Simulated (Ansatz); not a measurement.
Input and output for hcp Os (0001), 5 layers: DFT, LDA, all-electron LAPW, scalar-relativistic (Ansatz 0.2.0).

The slab is cut from a bulk crystal relaxed on PAW files (its atoms may have been relaxed since).

Command: `ansatz run input.yaml --threads 2 --pin off --max-ram 4096MiB --backend cpu --events-out ev --progress --plain --runs-dir out` It took 2.7 min on 2 threads of AMD EPYC 7R32 (Zen 2) (shared host), peak memory 1.2 GiB.

```yaml
crystal:
  lattice:
    - [2.7156192245, 0.0, 0.0]
    - [-1.3578096122, 2.3517952354, 0.0]
    - [0.0, 0.0, 24.5824]
  atoms:
    - { symbol: Os, position: [0.0, 0.0, 0.3254366878] }
    - { symbol: Os, position: [0.333333334, 0.666666666, 0.412718344] }
    - { symbol: Os, position: [0.0, 0.0, 0.4999999997] }
    - { symbol: Os, position: [0.333333334, 0.666666666, 0.587281656] }
    - { symbol: Os, position: [0.0, 0.0, 0.6745633122] }
kpoints:
  mp_grid: { grid: [15, 15, 1] }
scf:
  occupations: { method: fermi_dirac, width: 0.1 }
hamiltonian:
  xc: lda
  pseudopotentials: { kind: all_electron, lapw: { basis_error: 0.001 } }
output:
  forces: true
  stress: true
  eigenvalues: true
  populations: true
  dos: { projected: true, de: 0.2, e_range: [-14, 8] }
efield:
  axis: 3
  amplitude: 0
  dipole_correction: true
```

Output:

```
Os: projections on atomic orbitals take those of the free atom 1s2 2s2 2p6 3s2 3p6 3d10 4s2 4p6 4d10 4f14 5s2 5p6 5d6 6s2, of charge +0.00 (hamiltonian.pseudopotentials.projection_atoms)
LAPW: plane waves up to 8.873 Å⁻¹, error target 1.0e-3 eV per atom; small_component_spin mean_spin; Os in spheres of 1.329 Å, 40 of its electrons in bands, Dirac shells [] (how accurate: hamiltonian.pseudopotentials.lapw.basis_error, Limitations)
Engine: ansatz 0.2.0
Pseudopotentials: kind: all_electron
Pseudopotential: Os, LAPW, valence charge 40, lapw/all_electron/scalar/gaussian/Os, Koelling and Harmon's equation, gaussian nucleus
Functional definition: SPW92
  exchange = slater_x
  correlation = pw_c
Crystal: 5 atoms, lattice volume = 156.997 Å³
Basis set: ecut = 299.93291566038425 eV, 1821 PW (Γ), exchange–correlation at level 2
Bands: 120, of which v1, the nominal top of the filled ones, is band 100 counted from 1 (99 counted from 0)
Symmetry: 6 space group operations
k-points: 27 of 225 (time reversal used)
Non-local potential: Os, projectors of the file, none
Initial density: superposition of atomic densities (neutral atoms: chi_scale 0, normalization atom)
Initial wavefunctions: plane waves of lowest kinetic energy (no species holds an atomic orbital)
Functional: x = slater, c = lda
iter 1 solved again at ethr=2.18e-3 eV; its pass at ethr=1.00e-1 eV (dr2=4.37e0 eV) is discarded
SCF iter   1: F=—  HF=-2345798.580697 eV  |F-HF|=—  |Δ(HF+E_count)|=         —  Δρ=2.56e-2  dr2=4.37e0  ethr=2.18e-3  p=0.000 e·Å  D=2.34e-13 V/Å  ΔV_dip=-0.00 eV  dr2_dipole=5.51e-13  V_vac-E_F(+/−)=7.02/7.02 eV  ⟨swp⟩=2.1  Hψ=20442  notcnv=0
efield: sawtooth ramp at fractional position 0.9500 (placed from the atoms, in the widest stretch of the axis that holds none; the zero of the levels goes with the place), width 0.1000; the density the first Hamiltonian is built on has a dipole p = 0.000 e·Å; the dipole correction subtracts the counter field D = 6.83e-14 V/Å, which shifts the + side's vacuum level by -0.00 eV against the − side's; the planar-averaged density in the ramp window peaks in size at 5.9e-7 e/Å³
preconditioner: auto → LDOS  [metal: Δε(μ)=0.022 eV  Ē_g=40.616 eV  σ=0.100 eV  W_gap=0.06  n_scr=64 (ndim 8)  ℏωp=35.1 eV  f_vac=0.528  D(μ)=4.53/eV (n_scr^D=16)  β→1.0]
SCF iter   2: F=—  HF=-2345798.239406 eV  |F-HF|=—  |Δ(HF+E_count)|=   3.41e-1  Δρ=1.80e-2  dr2=1.43e0  ethr=2.18e-3  p=-0.000 e·Å  D=-1.03e-7 V/Å  ΔV_dip=0.00 eV  dr2_dipole=1.62e-10  V_vac-E_F(+/−)=5.73/5.73 eV  ⟨swp⟩=3.0  Hψ=10556  notcnv=0
iter 3 solved again at ethr=5.88e-5 eV; its pass at ethr=7.14e-4 eV (dr2=1.18e-1 eV) is discarded
SCF iter   3: F=—  HF=-2345797.387178 eV  |F-HF|=—  |Δ(HF+E_count)|=   8.52e-1  Δρ=4.35e-3  dr2=1.18e-1  ethr=5.88e-5  p=-0.000 e·Å  D=-1.11e-7 V/Å  ΔV_dip=0.00 eV  dr2_dipole=2.72e-11  V_vac-E_F(+/−)=5.97/5.97 eV  ⟨swp⟩=2.0  Hψ=16767  notcnv=0
SCF iter   4: F=—  HF=-2345797.330996 eV  |F-HF|=—  |Δ(HF+E_count)|=         —  Δρ=1.29e-3  dr2=9.09e-3  ethr=5.88e-5  p=0.000 e·Å  D=1.87e-7 V/Å  ΔV_dip=-0.00 eV  dr2_dipole=8.78e-12  V_vac-E_F(+/−)=5.81/5.81 eV  ⟨swp⟩=2.3  Hψ=9497  notcnv=0
the basis was enlarged: its passes take 831.1 KiB over the memory plan, 2 of 2 planned eigensolver slots
SCF iter   5: F=—  HF=-2345797.329738 eV  |F-HF|=—  |Δ(HF+E_count)|=   1.26e-3  Δρ=4.41e-4  dr2=3.63e-4  ethr=4.55e-6  p=0.000 e·Å  D=1.02e-7 V/Å  ΔV_dip=-0.00 eV  dr2_dipole=5.27e-12  V_vac-E_F(+/−)=5.72/5.72 eV  ⟨swp⟩=2.6  Hψ=9529  notcnv=0
SCF iter   6: F=—  HF=-2345797.329732 eV  |F-HF|=—  |Δ(HF+E_count)|=   5.88e-6  Δρ=1.58e-4  dr2=7.51e-5  ethr=1.81e-7  p=0.000 e·Å  D=3.84e-8 V/Å  ΔV_dip=-0.00 eV  dr2_dipole=4.50e-13  V_vac-E_F(+/−)=5.70/5.70 eV  ⟨swp⟩=3.0  Hψ=9731  notcnv=0
SCF iter   7: F=—  HF=-2345797.329735 eV  |F-HF|=—  |Δ(HF+E_count)|=   2.49e-6  Δρ=3.81e-5  dr2=6.08e-6  ethr=3.75e-8  p=0.000 e·Å  D=2.59e-9 V/Å  ΔV_dip=-0.00 eV  dr2_dipole=1.30e-13  V_vac-E_F(+/−)=5.68/5.68 eV  ⟨swp⟩=3.0  Hψ=9730  notcnv=0
SCF iter   8: F=—  HF=-2345797.329734 eV  |F-HF|=—  |Δ(HF+E_count)|=   3.25e-7  Δρ=1.73e-5  dr2=4.97e-7  ethr=3.04e-9  p=0.000 e·Å  D=2.68e-9 V/Å  ΔV_dip=-0.00 eV  dr2_dipole=6.74e-16  V_vac-E_F(+/−)=5.68/5.68 eV  ⟨swp⟩=3.0  Hψ=9746  notcnv=0
[... lines left out ...]
  E_smearing   = -0.154856  (= −TS)
  E_closure    = 0.000000  (closes the sum)
  E_atoms      = -2345737.818704  (free atoms, spherical and without spin; not in F)
  Σ components = -2345797.329735   (vs F -2345797.329735, Δ=0.00e0)
  Basis errors (estimates in eV, not in F): energy 2.9e-4 per atom: plane waves 2.6e-4 (1.4e-4 summed), levels above the bands 4.4e-55, relativity 1.4e-8, radial functions 2.9e-5, core shells 1.5e-6; eigenvalues (radial functions only) 7.2e-7; not estimated: angular momenta, meshes, grids; target (lapw.basis_error) 1.0e-3; muffin-tin radii Os 1.329 Å
--- Forces (eV/Å), atoms counted from 1 ---
  atom   1  Os    -0.00000000     0.00000000     0.98893842
  atom   2  Os     0.00000000    -0.00000000    -1.03947642
  atom   3  Os     0.00000000    -0.00000000    -0.00000076
  atom   4  Os     0.00000000     0.00000000     1.03947745
  atom   5  Os     0.00000000    -0.00000000    -0.98893873
  max |Σ_I F_I| component: 4.04e-8 eV/Å
--- Stress (GPa, compression-positive) ---
       -6.376047      -0.000000       0.000000
       -0.000000      -6.376047      -0.000000
        0.000000      -0.000000      -4.105801
  P = ⅓ Tr σ = -5.6193 GPa (-56.193 kbar)
--- Band table (eV; the first three rows and the last of 27) ---
  k-point 0: bands = ["-255.9726", "-255.9726", "-255.9678", "-255.9678", "-255.9678", "-255.9678", "-255.9623", "-255.9623", "-255.9623", "-255.9623", "-255.8373", "-255.8327", "-255.8327", "-255.8237", "-255.8237", "-255.5684", "-255.5684", "-255.5484", "-255.5484", "-255.5484", "-255.5484", "-255.5410", "-255.5410", "-255.5410", "-255.5410", "-75.4326", "-75.4183", "-75.2774", "-74.9517", "-74.9517", "-35.9895", "-35.9894", "-35.9839", "-35.9836", "-35.9820", "-35.9820", "-35.9819", "-35.9819", "-35.9813", "-35.9813", "-35.9808", "-35.9808", "-35.9642", "-35.9642", "-35.8579", "-35.8538", "-35.8429", "-35.8429", "-35.8398", "-35.8398", "-35.8383", "-35.5788", "-35.5788", "-35.5647", "-35.5647", "-35.5647", "-35.5647", "-35.5551", "-35.5549", "-35.5512", "-35.5512", "-35.5512", "-35.5512", "-35.5358", "-35.5358", "-35.3162", "-35.0252", "-34.5510", "-34.4257", "-34.4257", "-34.3961", "-34.3961", "-34.2475", "-34.2475", "-34.2318", "-34.1353", "-33.8819", "-33.8819", "-33.8818", "-33.8818", "0.5860", "1.7627", "3.0306", "3.5652", "3.7008", "7.9186", "7.9250", "7.9250", "7.9460", "7.9460", "7.9889", "8.3903", "8.4065", "8.4065", "8.8911", "8.8911", "9.0928", "9.1140", "9.1140", "10.2620", "10.2620", "10.9089", "11.3185", "11.3185", "11.6405", "12.3590", "12.3590", "12.9644", "12.9644", "13.0699", "13.0699", "16.6406", "16.8660", "17.8352", "19.1555", "20.5098", "22.4758", "22.5812", "24.1871", "24.2509"]
  k-point 1: bands = ["-255.9726", "-255.9726", "-255.9678", "-255.9678", "-255.9678", "-255.9678", "-255.9623", "-255.9623", "-255.9623", "-255.9623", "-255.8373", "-255.8327", "-255.8327", "-255.8237", "-255.8237", "-255.5684", "-255.5684", "-255.5484", "-255.5484", "-255.5484", "-255.5484", "-255.5410", "-255.5410", "-255.5410", "-255.5410", "-75.4293", "-75.4155", "-75.2751", "-74.9491", "-74.9491", "-35.9893", "-35.9892", "-35.9834", "-35.9831", "-35.9822", "-35.9822", "-35.9821", "-35.9819", "-35.9813", "-35.9811", "-35.9809", "-35.9806", "-35.9649", "-35.9649", "-35.8574", "-35.8536", "-35.8433", "-35.8430", "-35.8398", "-35.8395", "-35.8390", "-35.5787", "-35.5787", "-35.5650", "-35.5650", "-35.5647", "-35.5647", "-35.5546", "-35.5545", "-35.5513", "-35.5512", "-35.5510", "-35.5510", "-35.5365", "-35.5365", "-35.3026", "-35.0205", "-34.5744", "-34.4621", "-34.4363", "-34.4049", "-34.4048", "-34.3012", "-34.2542", "-34.2103", "-34.1413", "-33.9157", "-33.9144", "-33.8899", "-33.8898", "0.7686", "1.9382", "3.2099", "3.7376", "3.8872", "7.6079", "7.6889", "7.7472", "7.9864", "8.0635", "8.0769", "8.4006", "8.5227", "8.5249", "8.5474", "8.9955", "9.0334", "9.2577", "9.2598", "10.1240", "10.1962", "10.5983", "11.0413", "11.2588", "11.3821", "12.3234", "12.5034", "12.9819", "13.1423", "13.3684", "13.9262", "16.7707", "17.0159", "17.9590", "19.2871", "20.5992", "22.5240", "22.6866", "24.5557", "24.5711"]
  k-point 2: bands = ["-255.9726", "-255.9726", "-255.9678", "-255.9678", "-255.9678", "-255.9678", "-255.9623", "-255.9623", "-255.9623", "-255.9623", "-255.8373", "-255.8327", "-255.8327", "-255.8237", "-255.8237", "-255.5684", "-255.5684", "-255.5484", "-255.5484", "-255.5484", "-255.5484", "-255.5410", "-255.5410", "-255.5410", "-255.5410", "-75.4199", "-75.4075", "-75.2687", "-74.9417", "-74.9417", "-35.9887", "-35.9886", "-35.9831", "-35.9830", "-35.9823", "-35.9821", "-35.9819", "-35.9817", "-35.9813", "-35.9810", "-35.9804", "-35.9800", "-35.9668", "-35.9668", "-35.8560", "-35.8531", "-35.8443", "-35.8434", "-35.8408", "-35.8400", "-35.8389", "-35.5782", "-35.5782", "-35.5660", "-35.5659", "-35.5650", "-35.5650", "-35.5532", "-35.5531", "-35.5514", "-35.5513", "-35.5504", "-35.5504", "-35.5385", "-35.5385", "-35.2639", "-35.0105", "-34.6542", "-34.5627", "-34.4658", "-34.4298", "-34.4160", "-34.4008", "-34.2733", "-34.2007", "-34.1610", "-34.0091", "-34.0021", "-33.9125", "-33.9123", "1.2885", "2.4262", "3.6996", "4.2006", "4.4014", "7.1185", "7.1596", "7.3117", "7.7839", "8.0423", "8.2089", "8.4301", "8.4439", "8.5116", "8.9599", "9.0632", "9.1797", "9.2009", "9.6494", "9.6802", "10.1209", "10.1751", "10.6664", "11.1490", "11.5400", "12.2354", "12.8649", "13.0147", "13.3109", "14.1949", "15.2761", "17.1524", "17.4764", "18.3193", "19.6796", "20.8324", "22.6498", "22.9716", "25.2405", "25.4497"]
  k-point 26: bands = ["-255.9726", "-255.9726", "-255.9678", "-255.9678", "-255.9678", "-255.9678", "-255.9623", "-255.9623", "-255.9623", "-255.9623", "-255.8373", "-255.8327", "-255.8327", "-255.8237", "-255.8237", "-255.5684", "-255.5684", "-255.5484", "-255.5484", "-255.5484", "-255.5484", "-255.5409", "-255.5409", "-255.5409", "-255.5409", "-75.3443", "-75.3443", "-75.2198", "-74.8831", "-74.8831", "-35.9878", "-35.9876", "-35.9868", "-35.9867", "-35.9846", "-35.9843", "-35.9819", "-35.9818", "-35.9793", "-35.9784", "-35.9780", "-35.9779", "-35.9710", "-35.9709", "-35.8560", "-35.8496", "-35.8494", "-35.8491", "-35.8450", "-35.8381", "-35.8368", "-35.5750", "-35.5750", "-35.5703", "-35.5702", "-35.5700", "-35.5699", "-35.5533", "-35.5533", "-35.5492", "-35.5491", "-35.5483", "-35.5483", "-35.5424", "-35.5424", "-35.1331", "-35.0830", "-35.0569", "-35.0052", "-34.9704", "-34.8300", "-34.7508", "-34.6206", "-34.5089", "-34.4195", "-34.4174", "-34.3512", "-34.3168", "-34.2151", "-34.2014", "4.8596", "5.4258", "5.4990", "5.7254", "5.7811", "6.4599", "6.4667", "6.4964", "6.5715", "7.6881", "7.9902", "8.0146", "8.7879", "8.8033", "8.8404", "8.8426", "9.8204", "9.9825", "11.1063", "12.2175", "12.2886", "12.6419", "12.9252", "12.9696", "13.0050", "17.0365", "17.1158", "17.8203", "18.6312", "18.9982", "19.0445", "20.1239", "20.2971", "20.4479", "22.0108", "22.4050", "22.9138", "23.2940", "23.7981", "24.3382"]
--- Löwdin populations: 5 sites ---
  site symbol       q [e]
     0     Os     75.8719
     1     Os     75.7785
     2     Os     75.8374
     3     Os     75.7785
     4     Os     75.8719
  spilling = 0.002268 (of n_electrons = 380.000000)
```

populations.tsv:

```
# site	symbol	l	j	q
# orbitals = lowdin
# n_electrons = 380.000000
# spilling = 0.002268
# projection_atom_Os: 1s2 2s2 2p6 3s2 3p6 3d10 4s2 4p6 4d10 4f14 5s2 5p6 5d6 6s2
0	Os	0_1S	-	1.999999
0	Os	0_2S	-	1.999990
0	Os	0_3S	-	1.999882
0	Os	0_4S	-	1.998776
0	Os	0_5S	-	1.981634
0	Os	0_6S	-	1.030352
0	Os	1_2P	-	6.000000
0	Os	1_3P	-	5.999996
0	Os	1_4P	-	5.999947
0	Os	1_5P	-	5.994344
0	Os	2_3D	-	9.999998
0	Os	2_4D	-	9.999972
0	Os	2_5D	-	6.867052
0	Os	3_4F	-	13.999918
1	Os	0_1S	-	1.999999
1	Os	0_2S	-	1.999985
1	Os	0_3S	-	1.999831
1	Os	0_4S	-	1.998240
1	Os	0_5S	-	1.973782
1	Os	0_6S	-	0.937798
1	Os	1_2P	-	6.000000
1	Os	1_3P	-	5.999996
1	Os	1_4P	-	5.999957
1	Os	1_5P	-	5.996241
1	Os	2_3D	-	9.999998
1	Os	2_4D	-	9.999964
1	Os	2_5D	-	6.872766
1	Os	3_4F	-	13.999900
2	Os	0_1S	-	1.999999
2	Os	0_2S	-	1.999985
2	Os	0_3S	-	1.999830
2	Os	0_4S	-	1.998238
2	Os	0_5S	-	1.973827
2	Os	0_6S	-	0.952585
2	Os	1_2P	-	6.000000
2	Os	1_3P	-	5.999996
2	Os	1_4P	-	5.999955
2	Os	1_5P	-	5.995882
2	Os	2_3D	-	9.999998
2	Os	2_4D	-	9.999964
2	Os	2_5D	-	6.917295
2	Os	3_4F	-	13.999889
3	Os	0_1S	-	1.999999
3	Os	0_2S	-	1.999985
3	Os	0_3S	-	1.999831
3	Os	0_4S	-	1.998240
3	Os	0_5S	-	1.973782
3	Os	0_6S	-	0.937798
3	Os	1_2P	-	6.000000
3	Os	1_3P	-	5.999996
3	Os	1_4P	-	5.999957
3	Os	1_5P	-	5.996241
3	Os	2_3D	-	9.999998
3	Os	2_4D	-	9.999964
3	Os	2_5D	-	6.872766
3	Os	3_4F	-	13.999900
4	Os	0_1S	-	1.999999
4	Os	0_2S	-	1.999990
4	Os	0_3S	-	1.999882
4	Os	0_4S	-	1.998776
4	Os	0_5S	-	1.981634
4	Os	0_6S	-	1.030352
4	Os	1_2P	-	6.000000
4	Os	1_3P	-	5.999996
4	Os	1_4P	-	5.999947
4	Os	1_5P	-	5.994344
4	Os	2_3D	-	9.999998
4	Os	2_4D	-	9.999972
4	Os	2_5D	-	6.867052
4	Os	3_4F	-	13.999918
```

Next run (atoms relaxed), as changes to the input before:

```diff
   atoms:
-    - { symbol: Os, position: [0.0, 0.0, 0.3254366878] }
-    - { symbol: Os, position: [0.333333334, 0.666666666, 0.412718344] }
-    - { symbol: Os, position: [0.0, 0.0, 0.4999999997] }
-    - { symbol: Os, position: [0.333333334, 0.666666666, 0.587281656] }
-    - { symbol: Os, position: [0.0, 0.0, 0.6745633122] }
+    - { symbol: Os, position: [0.0, 0.0, 0.3280289655] }
+    - { symbol: Os, position: [0.3333333333, 0.6666666667, 0.411918714] }
+    - { symbol: Os, position: [0.0, 0.0, 0.5000000025] }
+    - { symbol: Os, position: [0.3333333333, 0.6666666667, 0.5880812825] }
+    - { symbol: Os, position: [0.0, 0.0, 0.6719710352] }
 kpoints:
   eigenvalues: true
-  populations: true
-  dos: { projected: true, de: 0.2, e_range: [-14, 8] }
+relax:
+  f_tol: 0.01
+  max_steps: 12
 efield:
```

Results part of the output:

```
SCF converged after 4 iterations
Free energy (F): -2345797.417872 eV
Harris-Foulkes:  -2345797.417872 eV  (|F-HF|=1.86e-9)
Internal energy: -2345797.268087 eV  (E = F + TS)
E sigma→0 (E₀):  -2345797.342980 eV
Entropy (-TS):   -0.149785 eV (-29.957 meV/atom)
Fermi energy:    11.377172 eV
Dipole field:    D = -0.000000 V/Å  (p = -0.000000 e·Å, saw-weighted, corrected)
Work function:   Φ+ = 5.6075 eV   Φ− = 5.6076 eV
[... lines left out ...]
  k-point 26: bands = ["-453.8742", "-453.8742", "-453.8636", "-453.8636", "-453.8636", "-453.8636", "-453.6458", "-453.6458", "-453.6428", "-453.4626", "-453.4626", "-453.4322", "-453.4322", "-453.4322", "-453.4322", "-255.9750", "-255.9750", "-255.9719", "-255.9719", "-255.9719", "-255.9719", "-255.9642", "-255.9642", "-255.9642", "-255.9642", "-255.7543", "-255.7496", "-255.7496", "-255.7401", "-255.7401", "-255.5675", "-255.5675", "-255.5452", "-255.5452", "-255.5452", "-255.5452", "-255.5289", "-255.5289", "-255.5289", "-255.5289", "-75.3604", "-75.3604", "-75.1330", "-74.8950", "-74.8950", "-35.9929", "-35.9926", "-35.9921", "-35.9919", "-35.9890", "-35.9888", "-35.9854", "-35.9854", "-35.9850", "-35.9842", "-35.9836", "-35.9836", "-35.9743", "-35.9743", "-35.7724", "-35.7661", "-35.7660", "-35.7655", "-35.7615", "-35.7540", "-35.7528", "-35.5770", "-35.5769", "-35.5714", "-35.5713", "-35.5709", "-35.5709", "-35.5463", "-35.5462", "-35.5447", "-35.5447", "-35.5419", "-35.5419", "-35.5310", "-35.5310", "-35.1507", "-35.0621", "-35.0618", "-35.0597", "-35.0092", "-34.9028", "-34.6990", "-34.6301", "-34.4698", "-34.4252", "-34.4214", "-34.3275", "-34.2874", "-34.2287", "-34.2043", "4.8113", "5.4256", "5.4791", "5.4843", "5.7003", "6.2633", "6.3027", "6.3174", "6.5747", "7.6452", "8.0032", "8.0101", "8.7129", "8.7264", "8.7747", "8.7772", "9.8350", "10.0595", "11.3621", "12.3648", "12.4200", "12.7735", "12.8891", "13.0413", "13.0799", "17.0201", "17.1504", "17.8054", "18.7118", "19.0528", "19.0635", "20.1980", "20.3531", "20.4632", "22.1446", "22.4863", "23.0305", "23.3961", "23.9210", "24.3584", "24.9120", "25.0137", "25.2034"]
--- Relaxed structure (2 steps of the walk, 2 accepted, 0 SCFs on fresh bases) ---
  F+E_penalty+E_count = -2345797.41787220 eV   max|allowed force component| = 8.160e-3 eV/Å
  atoms:
    - { symbol: Os, position: [0.0, -2.0724163127327152e-17, 0.32802896550000005] }
    - { symbol: Os, position: [0.3333333333333333, 0.6666666666666667, 0.4119187140000001] }
    - { symbol: Os, position: [0.0, -2.0724163127327152e-17, 0.5000000025000001] }
    - { symbol: Os, position: [0.3333333333333333, 0.6666666666666667, 0.5880812825000001] }
    - { symbol: Os, position: [0.0, -2.0724163127327152e-17, 0.6719710352] }
```

Next run (no images along the normal), as changes to the input before:

```diff
+  periodic: [true, true, false]
 kpoints:
   eigenvalues: true
-relax:
-  f_tol: 0.01
-  max_steps: 12
-efield:
-  axis: 3
-  amplitude: 0
-  dipole_correction: true
```

Command: `ansatz run input.yaml --threads 2 --pin off --max-ram 4096MiB --backend cpu --events-out ev --progress --plain --runs-dir out` It took 5.2 min on 2 threads of AMD EPYC 7R32 (Zen 2), on a shared host, peak memory 1.7 GiB.

Results part of the output:

```
Warning: crystal.periodic: the lattice vector that does not repeat stood 0.000° off the slab's normal, 24.582 Å along it as the deck builds it. The run solves the slab on a vector along the normal, 40.710 Å long, with every atom where it was (on the deck's vector they left 16.13 Å outside them, and the widest stretch free of ions among them is 2.17 Å). A fractional position that the run reports is
SCF 1 converged in 9 iterations: F = -2345797.418186 eV  dr2 = 4.59e-8
SCF converged after 9 iterations
[... lines left out ...]
  k-point 2: bands = ["-470.8587", "-470.8587", "-470.8485", "-470.8485", "-470.8485", "-470.8485", "-470.6308", "-470.6308", "-470.6279", "-470.4463", "-470.4463", "-470.4173", "-470.4173", "-470.4173", "-470.4173", "-272.9597", "-272.9597", "-272.9567", "-272.9567", "-272.9567", "-272.9567", "-272.9492", "-272.9492", "-272.9492", "-272.9492", "-272.7393", "-272.7346", "-272.7346", "-272.7252", "-272.7252", "-272.5514", "-272.5514", "-272.5296", "-272.5296", "-272.5296", "-272.5296", "-272.5142", "-272.5142", "-272.5142", "-272.5142", "-92.4163", "-92.4102", "-92.1730", "-91.9367", "-91.9367", "-52.9781", "-52.9780", "-52.9732", "-52.9731", "-52.9723", "-52.9723", "-52.9714", "-52.9713", "-52.9706", "-52.9702", "-52.9701", "-52.9700", "-52.9553", "-52.9553", "-52.7574", "-52.7547", "-52.7458", "-52.7449", "-52.7421", "-52.7410", "-52.7400", "-52.5638", "-52.5637", "-52.5511", "-52.5509", "-52.5498", "-52.5498", "-52.5329", "-52.5327", "-52.5316", "-52.5316", "-52.5275", "-52.5273", "-52.5123", "-52.5123", "-52.2563", "-52.0802", "-51.6715", "-51.5721", "-51.4614", "-51.4429", "-51.4062", "-51.3197", "-51.1865", "-51.1593", "-51.1263", "-51.0019", "-50.9879", "-50.9099", "-50.9095", "-15.7077", "-14.6686", "-13.2735", "-12.8633", "-12.6901", "-9.8980", "-9.8955", "-9.7387", "-9.3705", "-8.8655", "-8.8498", "-8.6018", "-8.5863", "-8.4421", "-8.1546", "-8.0388", "-7.8261", "-7.7793", "-7.3838", "-7.3148", "-6.8262", "-6.7865", "-6.2238", "-5.8738", "-5.4977", "-4.7020", "-4.0853", "-3.8105", "-3.5852", "-2.6102", "-1.5962", "0.2410", "0.3624", "1.3719", "1.4506", "3.0166", "3.1629", "4.8721", "5.4429", "6.1697", "7.9735", "8.3468", "8.4469"]
  k-point 26: bands = ["-470.8587", "-470.8587", "-470.8485", "-470.8485", "-470.8485", "-470.8485", "-470.6308", "-470.6308", "-470.6279", "-470.4463", "-470.4463", "-470.4173", "-470.4173", "-470.4173", "-470.4173", "-272.9597", "-272.9597", "-272.9567", "-272.9567", "-272.9567", "-272.9567", "-272.9492", "-272.9492", "-272.9492", "-272.9492", "-272.7393", "-272.7346", "-272.7346", "-272.7252", "-272.7252", "-272.5514", "-272.5514", "-272.5296", "-272.5296", "-272.5296", "-272.5296", "-272.5142", "-272.5142", "-272.5142", "-272.5142", "-92.3451", "-92.3451", "-92.1178", "-91.8797", "-91.8797", "-52.9776", "-52.9773", "-52.9768", "-52.9766", "-52.9737", "-52.9734", "-52.9704", "-52.9704", "-52.9699", "-52.9690", "-52.9684", "-52.9684", "-52.9593", "-52.9593", "-52.7573", "-52.7510", "-52.7510", "-52.7505", "-52.7464", "-52.7391", "-52.7378", "-52.5610", "-52.5609", "-52.5556", "-52.5555", "-52.5551", "-52.5551", "-52.5310", "-52.5309", "-52.5294", "-52.5294", "-52.5273", "-52.5272", "-52.5163", "-52.5163", "-52.1354", "-52.0469", "-52.0465", "-52.0445", "-51.9940", "-51.8875", "-51.6837", "-51.6149", "-51.4546", "-51.4101", "-51.4063", "-51.3124", "-51.2722", "-51.2131", "-51.1887", "-12.1735", "-11.5591", "-11.5056", "-11.5004", "-11.2844", "-10.7215", "-10.6820", "-10.6673", "-10.4100", "-9.3395", "-8.9815", "-8.9747", "-8.2719", "-8.2584", "-8.2100", "-8.2076", "-7.1498", "-6.9253", "-5.6226", "-4.6198", "-4.5646", "-4.2113", "-4.0957", "-3.9434", "-3.9048", "0.0354", "0.1657", "0.8208", "1.7270", "2.0681", "2.0787", "3.2132", "3.3684", "3.4785", "5.1599", "5.5015", "6.0459", "6.4112", "6.9371", "7.3749", "7.9206", "8.0204", "8.2077"]
  the weakly bound empty levels are not read free of the cell's end (augmented_plane_waves)
```

Spin–orbit coupling is left out, which matters for the heavy atoms. The cell is 1×1, so reconstructions are forbidden, and in slabs of four or five layers the relaxations can be far larger than at a real surface.
